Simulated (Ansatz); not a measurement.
Here is the system:

PbTe (rock salt)

```yaml
crystal:
  lattice:
    - [0.00000, 3.28451, 3.28451]
    - [3.28451, 0.00000, 3.28451]
    - [3.28451, 3.28451, 0.00000]
  atoms:
    - { symbol: Te, position: [0.00000, 0.00000, 0.00000] }
    - { symbol: Pb, position: [0.50000, 0.50000, 0.50000] }
```

In this cell atom 2 (Pb, nearest neighbour Te at 3.285 Å; its periodic images, 4.6 Å or more away, move with it) is moved by s along Cartesian z, unit vector (0.000, 0.000, 1.000); all other atoms and the cell stay fixed.

The numbers are results of PBE (plane waves to 420 eV, PAW, scalar-relativistic; Ansatz, an electronic-structure program), not measurements. k mesh 7×7×7 (Γ-centred), Fermi-Dirac smearing 0.05 eV. The energy includes the smearing's −TS. PbTe was relaxed with its symmetry unable to fall. Spin-orbit coupling is left out, though Pb and Te are heavy. The zero of ΔE is the undisplaced structure.

The scan covers s from -0.660 to 0.660 Å in 11 points.

**Question.** Is the energy the same for equal positive and negative displacements?

**Answer.** Even: the same for both signs. With its periodic images moving along, the atom's site symmetry in this cell is m-3m.

**Question.** What is the energy change at s = 0.660 Å?

**Answer.** 542 meV/cell.

**Question.** What force acts on the atom along the line at s = -0.660 Å?

**Answer.** 3.03 eV/Å.

(For displaced atoms, the force is minus the slope of the energy, and its curvature is a force constant, which sets phonon frequencies.)
